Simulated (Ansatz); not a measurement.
Relaxed-ion elastic tensor of Ge in space group Ia-3 (No. 206; Ge on 16c) in GPa (Voigt order), r²SCAN in the plane-wave PAW code Ansatz; density 5.71 g/cm³, 21.14 Å³ per atom.

```
 139  30.1  30.1   0.0   0.0   0.0
30.1   139  30.1   0.0   0.0   0.0
30.1  30.1   139   0.0   0.0   0.0
 0.0   0.0   0.0  49.9   0.0   0.0
 0.0   0.0   0.0   0.0  49.9   0.0
 0.0   0.0   0.0   0.0   0.0  49.9
```

Problem. Is the crystal mechanically stable?

Solution. Yes: the smallest eigenvalue of C is 49.9 GPa.

Problem. Work out the Voigt, Reuss and Hill averages.

Solution. K_V = 66.2, K_R = 66.2, K_H = 66.2; G_V = 51.6, G_R = 51.5, G_H = 51.6 GPa.

Problem. Give Young's modulus, Poisson's ratio, Pugh's ratio and the universal anisotropy index.

Solution. E = 9KG/(3K + G) = 123 GPa; ν = 0.19; K/G = 1.28 (brittle by the Pugh limit of 1.75); A_U = 5G_V/G_R + K_V/K_R − 6 = 0.01.

Problem. Estimate the sound speeds and the Debye temperature.

Solution. v_l = √((K + 4G/3)/ρ) = 4860 m/s, v_t = √(G/ρ) = 3010 m/s, mean 3320 m/s; Θ = (h/k)(3n/4πV)^(1/3) v_m = 357 K.

Problem. Give the Zener ratio and Young's modulus along [100], [110] and [111].

Solution. A = 2C44/(C11 − C12) = 0.92; 1/E = S11 − 2(S11 − S12 − S44/2)Γ with Γ = 0, 1/4, 1/3 gives 128, 122, 120 GPa.

Problem. Solve the Christoffel equation for the three sound speeds along [100], [110], [111].

Solution. Eigenvalues of C_ijkl n_j n_l equal ρv². In km/s, slowest first: [100] 2.96, 2.96, 4.93; [110] 2.96, 3.08, 4.85; [111] 3.04, 3.04, 4.82.

The workflow started from a Materials Project entry (that database holds measured and hypothetical structures alike); the Crystallography Open Database copy checked does not list it. It is not the phase usual at ambient conditions (space group No. 227). Symmetry was held in the r²SCAN relaxation; whether a distortion lowers the energy is not shown. As this level gives no gap, shear constants depend on the k-mesh and smearing (Fermi–Dirac, 0.1 eV here).

Potentials: the later of the program's two PAW sets.
